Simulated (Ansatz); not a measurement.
This run works on a generated trial structure, not on a known crystal.

Input and command of a plane-wave DFT calculation in Ansatz:

```yaml
crystal:
  lattice:
    - [9.8707493593, 0.0, 0.0]
    - [0.0, 3.4944372325, 3.4945520713]
    - [0.0, -3.4944372325, 3.4945520713]
  atoms:
    - { symbol: Na, position: [0.1621174073, 0.8653815408, 0.3654700691] }
    - { symbol: Na, position: [0.8378825927, 0.3654700691, 0.8653815408] }
    - { symbol: Na, position: [0.1621174073, 0.3654700691, 0.8653815408] }
    - { symbol: Na, position: [0.8378825927, 0.8653815408, 0.3654700691] }
    - { symbol: Ag, position: [0.5, 0.8655340211, 0.8655340211] }
    - { symbol: S, position: [0.7308408039, 0.8654821652, 0.8654821652] }
    - { symbol: S, position: [0.2691591961, 0.8654821652, 0.8654821652] }
    - { symbol: S, position: [0.0, 0.3653992787, 0.3653992787] }
basis:
  ecutwfc: 420
kpoints:
  mp_grid: { grid: [4, 6, 6] }
hamiltonian:
  xc: pbe
scf:
  occupations: { method: gaussian, width: 0.1 }
output:
  forces: true
  stress: true
  eigenvalues: true
relax:
  adjacent_minimum: "off"
  f_tol: 0.01
  max_steps: 30
  cell: { stress_tol: 0.1, fix: [volume] }
```

```bash
ansatz run input.yaml --threads 1 --pin off --max-ram 2560MiB --backend cpu --events-out ev --progress --plain --runs-dir out
```

Processor: Arm Neoverse N1, 1 thread, on a host shared with other jobs.

Q: How long does it run, and how much memory does it take?

A: About 5.4 min, peak memory 0.61 GiB. It solves 45 bands at 39 k points (after reduction by symmetry) with about 4741 plane waves, in 36 SCF iterations over 4 ionic steps.
